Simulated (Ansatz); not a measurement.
Does relaxation matter for the field gradients of SiC with Mg replacing C?

Start: a supercell of SiC (wurtzite type, P6_3mc) built from a COD entry, with all atoms left at the host's positions.

```xyz
48
Lattice="6.1520 0.0000 0.0000 -4.6140 7.9917 0.0000 0.0000 0.0000 10.0960" Properties=species:S:1:pos:R:3 pbc="T T T"
Si    0.0000    1.7759    0.0000
Si    0.0000    1.7759    5.0480
Si   -1.5380    4.4398    0.0000
Si   -1.5380    4.4398    5.0480
Si   -3.0760    7.1037    0.0000
Si   -3.0760    7.1037    5.0480
Si    3.0760    1.7759    0.0000
Si    3.0760    1.7759    5.0480
Si    1.5380    4.4398    0.0000
Si    1.5380    4.4398    5.0480
Si    0.0000    7.1037    0.0000
Si    0.0000    7.1037    5.0480
Si    1.5380    0.8880    2.5240
Si    1.5380    0.8880    7.5720
Si    0.0000    3.5519    2.5240
Si    0.0000    3.5519    7.5720
Si   -1.5380    6.2158    2.5240
Si   -1.5380    6.2158    7.5720
Si    4.6140    0.8880    2.5240
Si    4.6140    0.8880    7.5720
Si    3.0760    3.5519    2.5240
Si    3.0760    3.5519    7.5720
Si    1.5380    6.2158    2.5240
Si    1.5380    6.2158    7.5720
Mg    0.0000    1.7759    1.9435
C     0.0000    1.7759    6.9915
C    -1.5380    4.4398    1.9435
C    -1.5380    4.4398    6.9915
C    -3.0760    7.1037    1.9435
C    -3.0760    7.1037    6.9915
C     3.0760    1.7759    1.9435
C     3.0760    1.7759    6.9915
C     1.5380    4.4398    1.9435
C     1.5380    4.4398    6.9915
C     0.0000    7.1037    1.9435
C     0.0000    7.1037    6.9915
C     1.5380    0.8880    4.4675
C     1.5380    0.8880    9.5155
C     0.0000    3.5519    4.4675
C     0.0000    3.5519    9.5155
C    -1.5380    6.2158    4.4675
C    -1.5380    6.2158    9.5155
C     4.6140    0.8880    4.4675
C     4.6140    0.8880    9.5155
C     3.0760    3.5519    4.4675
C     3.0760    3.5519    9.5155
C     1.5380    6.2158    4.4675
C     1.5380    6.2158    9.5155
```

Sites (sets of like atoms) are named by element and the number of their first atom in this list.

Computed with Ansatz: DFT, PBE, plane waves and PAW, scalar-relativistic, 420 eV cutoff, Γ-centred 4×3×2 k-points, Fermi–Dirac smearing 0.01 eV, cell charge -2.

The largest force at the start is 10 eV/Å. Relaxing the ions at fixed cell moves them by 1.119 Å at most (atom 15, Si) and 0.209 Å rms.

```json
{"site": "Si4", "atom": "4", "moved (Å)": "0.083", "first shell before": "4 C at 1.87–1.94 Å", "first shell after": "4 C at 1.86–1.91 Å", "V_zz before (10²¹ V/m²)": "1.99", "η before": "0.28"}
{"site": "Si7", "atom": "7", "moved (Å)": "0.067", "first shell before": "4 C at 1.87–1.94 Å", "first shell after": "4 C at 1.89–1.90 Å", "V_zz before (10²¹ V/m²)": "1.19", "η before": "0.17"}
{"site": "Si8", "atom": "8", "moved (Å)": "0.064", "first shell before": "4 C at 1.87–1.94 Å", "first shell after": "4 C at 1.85–1.89 Å", "V_zz before (10²¹ V/m²)": "2.02", "η before": "0.13"}
{"site": "Si10", "atom": "10", "moved (Å)": "0.079", "first shell before": "4 C at 1.87–1.94 Å", "first shell after": "4 C at 1.86–1.91 Å", "V_zz before (10²¹ V/m²)": "2.00", "η before": "0.28"}
{"site": "Si11", "atom": "11", "moved (Å)": "0.014", "first shell before": "4 C at 1.87–1.94 Å", "first shell after": "4 C at 1.86–1.89 Å", "V_zz before (10²¹ V/m²)": "1.25", "η before": "0.40"}
{"site": "Si12", "atom": "12", "moved (Å)": "0.071", "first shell before": "4 C at 1.87–1.94 Å", "first shell after": "4 C at 1.85–1.89 Å", "V_zz before (10²¹ V/m²)": "1.96", "η before": "0.30"}
{"site": "Si13", "atom": "13", "moved (Å)": "0.095", "first shell before": "3 C at 1.87–1.94 Å, 1 Mg at 1.87 Å", "first shell after": "3 C at 1.87–1.90 Å", "V_zz before (10²¹ V/m²)": "-6.51", "η before": "0.50"}
{"site": "Si14", "atom": "14", "moved (Å)": "0.045", "first shell before": "4 C at 1.87–1.94 Å", "first shell after": "4 C at 1.85–1.90 Å", "V_zz before (10²¹ V/m²)": "0.96", "η before": "0.18"}
{"site": "Si15", "atom": "15", "moved (Å)": "1.119", "first shell before": "1 Mg at 1.87 Å, 3 C at 1.87–1.94 Å", "first shell after": "3 C at 1.85–1.91 Å, 1 Mg at 2.25 Å, 2 Si at 2.30–2.31 Å; also 3 C at 2.69–2.79 Å", "V_zz before (10²¹ V/m²)": "-7.92", "η before": "0.35"}
{"site": "Si17", "atom": "17", "moved (Å)": "0.031", "first shell before": "4 C at 1.87–1.94 Å", "first shell after": "4 C at 1.88–1.96 Å, 1 Si at 2.30 Å", "V_zz before (10²¹ V/m²)": "2.40", "η before": "0.50"}
{"site": "Si18", "atom": "18", "moved (Å)": "0.056", "first shell before": "4 C at 1.87–1.94 Å", "first shell after": "4 C at 1.88 Å", "V_zz before (10²¹ V/m²)": "1.49", "η before": "0.06"}
{"site": "Si19", "atom": "19", "moved (Å)": "0.077", "first shell before": "3 C at 1.87–1.94 Å, 1 Mg at 1.87 Å", "first shell after": "3 C at 1.86–1.91 Å", "V_zz before (10²¹ V/m²)": "-6.76", "η before": "0.47"}
{"site": "Si22", "atom": "22", "moved (Å)": "0.062", "first shell before": "4 C at 1.87–1.94 Å", "first shell after": "4 C at 1.87–1.88 Å", "V_zz before (10²¹ V/m²)": "1.56", "η before": "0.10"}
{"site": "Si23", "atom": "23", "moved (Å)": "0.044", "first shell before": "4 C at 1.87–1.94 Å", "first shell after": "4 C at 1.88–1.95 Å, 1 Si at 2.31 Å", "V_zz before (10²¹ V/m²)": "2.17", "η before": "0.27"}
{"site": "Mg", "atom": "25", "moved (Å)": "0.770", "first shell before": "4 Si at 1.87–1.94 Å", "first shell after": "4 Si at 2.25–2.37 Å, 4 C at 2.43–2.87 Å; also 2 C at 3.16–3.20 Å", "V_zz before (10²¹ V/m²)": "-1.33", "η before": "0.51"}
{"site": "C34", "atom": "34", "moved (Å)": "0.041", "first shell before": "4 Si at 1.87–1.94 Å", "first shell after": "4 Si at 1.86–1.89 Å", "V_zz before (10²¹ V/m²)": "0.11", "η before": "0.80"}
```

(1) How do the gradients change?

Answers

(1) 

| site | atom | V_zz after | η after | change of V_zz |
| --- | --- | --- | --- | --- |
| Si4 | 4 | 1.10 | 0.71 | – |
| Si7 | 7 | -0.76 | 0.25 | -1.95 |
| Si8 | 8 | 0.67 | 0.60 | -1.35 |
| Si10 | 10 | 1.08 | 0.89 | – |
| Si11 | 11 | 0.70 | 0.71 | – |
| Si12 | 12 | -0.65 | 0.29 | – |
| Si13 | 13 | -4.39 | 0.03 | +2.12 |
| Si14 | 14 | -0.88 | 0.87 | -1.84 |
| Si15 | 15 | -8.85 | 0.10 | -0.93 |
| Si17 | 17 | -2.54 | 0.94 | – |
| Si18 | 18 | 0.39 | 0.49 | – |
| Si19 | 19 | -4.25 | 0.08 | +2.51 |
| Si22 | 22 | 0.38 | 0.50 | – |
| Si23 | 23 | 2.41 | 0.97 | – |
| Mg | 25 | -0.46 | 0.85 | – |
| C34 | 34 | 0.14 | 0.26 | +0.03 |

The largest change of V_zz along a kept axis is on Si19, from -6.76 to -4.25. In per cent, |V_zz| changes by -67 to +12 on Si (all sites that start above 2, bar those whose gradient vanishes or changes sign or whose main axis turns by over 40°). Where |V_zz| stays above 0.1 and the axes keep their order, η moves most on Si14, from 0.18 to 0.87. On Si15, Si19, Si5, C29, C43 (not all in the table) V_xx and V_yy change places (or their axes turn by over 50°), so the two values of η hide a larger change. V_zz changes sign on Si7 (axis turned by 21°), Si14 (axis turned by 36°), Si5 (axis turned by 33°), Si20 (axis turned by 33°), C26 (axis turned by 22°) (not all in the table). On Si17, Si23, Si10, Si4, Si12, Si22, Si18, Mg and 20 more sites (not all in the table) the largest principal value lies along another axis in the second run, so the two V_zz can't be compared directly. The table leaves out 32 of the 48 sites, with |V_zz| up to 7.33; their tensors move by 2.80 at most along any direction. The statements above cover all sites. The host's own positions weren't relaxed first, so part of the change far from the defect can be the host's relaxation.

The run isn't spin-polarised, and a state with spin may lie lower. The defect repeats with the cell of 48 atoms, so it feels its images: sites between two images don't show the values beside a lone defect, and zeros or small values of η there can come from the images' arrangement. C and Si carry a gradient in the pure host already, so the values there aren't the defect's effect alone. A uniform background compensates the cell's charge. The defect cell has no gap above 0.1 eV on its mesh, so the values can hang on the smearing and the k-mesh.
Before: Forces reach 0.9 eV/Å even beyond 5.5 Å from the defect, so the host's positions may themselves be off equilibrium. The cell keeps the host's lattice, where the PBE pressure is 13 GPa (in a charged cell this depends on the convention for the mean potential). The neighbours have not yet relaxed around the defect (largest force 10 eV/Å), so the values at and beside it are those of a strained start, not of the defect in a real crystal.
After: The cell keeps the host's lattice, where the PBE pressure is 7 GPa (in a charged cell this depends on the convention for the mean potential).
